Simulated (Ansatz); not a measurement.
## Rocksalt alloy of MgO and ZnO (4 of 32 Mg sites exchanged), 64 atoms

Method: Ansatz, DFT, PBEsol, PAW, plane waves.

Command:

```sh
ansatz run in.yaml --threads 8 --pin off --max-ram 76000MiB --runs-dir r --events-out ev --progress --plain --backend cuda --devices 0,
```

The input less its lattice and atoms:

```yaml
crystal:
  symmetry: { detect: false }
kpoints:
  mp_grid: { grid: [1, 1, 1], shift: [0.25, 0.25, 0.25] }
hamiltonian:
  xc: pbesol
scf:
  occupations: { method: fermi_dirac, width: 0.01 }
relax:
  f_tol: 0.03
  max_steps: 80
  escape_saddle: false
  adjacent_minimum: "off"
  cell: { fix: [shape] }
output:
  forces: true
  eigenvalues: true
  populations: true
```

Start:

```
O Mg Zn
1.0
     8.44098    0.00000    0.00000
     0.00000    8.44098    0.00000
     0.00000    0.00000    8.44098
O Mg Zn
32 28 4
Direct
  0.24866 0.00304 0.99758
  0.24870 0.00249 0.49709
  0.24742 0.50238 0.00392
  0.25162 0.49996 0.49683
  0.75094 0.99794 0.00091
  0.75077 0.99826 0.49810
  0.74669 0.49975 0.99805
  0.74811 0.50162 0.50001
  0.99849 0.24780 0.99881
  0.99666 0.25185 0.50084
  0.00272 0.74957 0.99951
  0.00115 0.75122 0.49945
  0.50167 0.25029 0.99829
  0.50107 0.24795 0.50040
  0.50081 0.74746 0.00177
  0.50051 0.75227 0.49761
  0.99989 0.99902 0.24818
  0.99648 0.99895 0.74962
  0.99712 0.50747 0.24805
  0.99478 0.49852 0.75032
  0.50077 0.99981 0.25028
  0.50251 0.00034 0.75436
  0.50495 0.50198 0.24968
  0.50196 0.49879 0.75322
  0.24678 0.25377 0.24672
  0.24767 0.25262 0.74292
  0.25207 0.74987 0.24855
  0.24768 0.75074 0.75060
  0.74928 0.25158 0.25074
  0.75023 0.24992 0.75209
  0.74824 0.74640 0.25099
  0.74905 0.75094 0.74948
  0.99806 0.00168 0.99907
  0.00218 0.00519 0.50173
  0.00081 0.50289 0.00443
  0.00589 0.49874 0.50153
  0.50269 0.99842 0.99877
  0.50354 0.00128 0.49987
  0.49740 0.49695 0.00006
  0.49947 0.50670 0.49812
  0.25128 0.24940 0.00144
  0.25092 0.25088 0.50178
  0.25153 0.74877 0.99788
  0.25464 0.75090 0.49882
  0.74528 0.25526 0.00313
  0.74928 0.74936 0.99735
  0.74724 0.74847 0.50101
  0.25051 0.99930 0.24687
  0.24597 0.99966 0.75407
  0.25422 0.50268 0.24676
  0.24863 0.50310 0.75404
  0.75260 0.00154 0.74898
  0.74682 0.50079 0.74948
  0.99766 0.25328 0.24958
  0.00031 0.25104 0.74934
  0.00382 0.74672 0.25011
  0.00057 0.74791 0.75030
  0.50019 0.25102 0.24847
  0.50135 0.24927 0.74742
  0.50153 0.74925 0.24835
  0.75221 0.24928 0.49400
  0.74757 0.00091 0.24611
  0.74813 0.50038 0.25315
  0.49899 0.74757 0.74901
```

Steps:

```csv
step,energy less the first (eV),largest force component (eV/Å),pressure (GPa)
start,0.000,0.988,0.45
1,-0.327,0.436,0.18
2,-0.516,0.015,0.27
3,-0.512,0.003,-0.06
4,-0.513,0.001,0.00
```

A structure on the way, about -0.33 eV from the start:

```xyz
64
Lattice="8.4421 0.0000 0.0000 0.0000 8.4421 0.0000 0.0000 0.0000 8.4421" Properties=species:S:1:pos:R:3 pbc="T T T"
O     2.1038    0.0179    8.4297
O     2.0965    0.0137    4.2101
O     2.1075    4.2322    0.0159
O     2.1141    4.2211    4.1982
O     6.3331    8.4287    8.4410
O     6.3277    8.4299    4.2191
O     6.3233    4.2198    8.4149
O     6.3103    4.2483    4.2299
O     8.4396    2.1014    8.4385
O     8.4327    2.1187    4.2241
O     0.0110    6.3286    8.4334
O     0.0070    6.3302    4.2190
O     4.2325    2.1274    8.4414
O     4.2167    2.0910    4.2274
O     4.2153    6.3315    0.0178
O     4.2150    6.3356    4.1978
O     0.0093    8.4335    2.1006
O     8.4260    0.0040    6.3297
O     8.4301    4.2590    2.0906
O     8.4285    4.2250    6.3252
O     4.2122    0.0025    2.1002
O     4.2357    0.0180    6.3492
O     4.2277    4.2304    2.1063
O     4.2383    4.2139    6.3458
O     2.1017    2.1310    2.0991
O     2.0954    2.1236    6.3003
O     2.1160    6.3257    2.1030
O     2.0930    6.3283    6.3367
O     6.3350    2.1255    2.1034
O     6.3309    2.1085    6.3515
O     6.3087    6.3166    2.1122
O     6.3382    6.3377    6.3256
Mg    8.4237    0.0154    0.0021
Mg    0.0051    0.0215    4.2267
Mg    0.0096    4.2403    0.0228
Mg    0.0263    4.2128    4.2236
Mg    4.2407    0.0001    8.4205
Mg    4.2407    0.0055    4.2110
Mg    4.2245    4.2191    8.4361
Mg    4.2150    4.2514    4.2062
Mg    2.1180    2.1001    0.0225
Mg    2.1218    2.1119    4.2454
Mg    2.1137    6.3242    8.4304
Mg    2.1298    6.3402    4.2143
Mg    6.3096    2.1497    0.0129
Mg    6.3184    6.3269    8.4260
Mg    6.3167    6.3304    4.2193
Mg    2.1074    8.4332    2.0984
Mg    2.0908    8.4346    6.3621
Mg    2.1272    4.2324    2.0862
Mg    2.1137    4.2343    6.3505
Mg    6.3500    0.0139    6.3241
Mg    6.3239    4.2222    6.3244
Mg    8.4350    2.1212    2.1061
Mg    8.4371    2.1315    6.3326
Mg    0.0072    6.3066    2.1142
Mg    0.0045    6.3278    6.3272
Mg    4.2327    2.1154    2.1134
Mg    4.2360    2.1114    6.3143
Mg    4.2288    6.3296    2.0945
Zn    6.3458    2.1125    4.1808
Zn    6.3184    0.0036    2.0849
Zn    6.3114    4.2366    2.1305
Zn    4.2231    6.3253    6.3269
```

End:

```
O Mg Zn
1.0
     8.44158    0.00000    0.00000
     0.00000    8.44158    0.00000
     0.00000    0.00000    8.44158
O Mg Zn
32 28 4
Direct
  0.25013 0.00024 0.99923
  0.25018 0.00022 0.49996
  0.25015 0.50077 0.99926
  0.25018 0.50081 0.49992
  0.74968 0.00010 0.99653
  0.74973 0.99790 0.50237
  0.74964 0.50072 0.99652
  0.74989 0.50340 0.50253
  0.99957 0.25053 0.00021
  0.00222 0.25064 0.49946
  0.99957 0.75053 0.00008
  0.99961 0.75059 0.49911
  0.50030 0.25049 0.00017
  0.49771 0.25042 0.49920
  0.50039 0.75053 0.00264
  0.50024 0.75042 0.49646
  0.00251 0.00086 0.24987
  0.99988 0.00083 0.74943
  0.00249 0.50043 0.24985
  0.99988 0.50028 0.74947
  0.49738 0.00063 0.24967
  0.50011 0.00335 0.74944
  0.49741 0.50011 0.24967
  0.49994 0.49766 0.74928
  0.24988 0.25051 0.24960
  0.24988 0.25050 0.74981
  0.24985 0.75051 0.24952
  0.24737 0.75045 0.74956
  0.74992 0.25045 0.24766
  0.75013 0.25062 0.75250
  0.75008 0.75049 0.24941
  0.75252 0.75062 0.74973
  0.99968 0.00054 0.99979
  0.99940 0.00073 0.49938
  0.99967 0.50052 0.99980
  0.99940 0.50042 0.49940
  0.50021 0.00035 0.99963
  0.50049 0.00053 0.49944
  0.50019 0.50059 0.99962
  0.50049 0.50047 0.49945
  0.25001 0.25051 0.99983
  0.25002 0.25052 0.49959
  0.25016 0.75050 0.99952
  0.25016 0.75050 0.49963
  0.74985 0.25052 0.00008
  0.74974 0.75052 0.99960
  0.74979 0.75055 0.49937
  0.25001 0.00056 0.24970
  0.25015 0.00039 0.74949
  0.25001 0.50045 0.24970
  0.25014 0.50064 0.74947
  0.74977 0.00049 0.74945
  0.74977 0.50058 0.74945
  0.99915 0.25054 0.25007
  0.99976 0.25056 0.74959
  0.99966 0.75054 0.24968
  0.99980 0.75054 0.74950
  0.50072 0.25047 0.24998
  0.50016 0.25050 0.74955
  0.50025 0.75049 0.24960
  0.74988 0.25055 0.50052
  0.74985 0.00024 0.24928
  0.74985 0.50077 0.24932
  0.50018 0.75050 0.74943
```

The calculation finished and met its thresholds.

Time: 9.5 s of wall time on one NVIDIA GB300 with 8 processor threads, on a host shared with other runs; peak host memory 1.9 GiB.

Problem. How much energy did the relaxation gain, and which atom moved most?

Solution. 0.51 eV in 4 steps, from a start with small random displacements; atom 19 (O) moved 0.08 Å, the median atom 0.03 Å (drift of the whole cell removed).
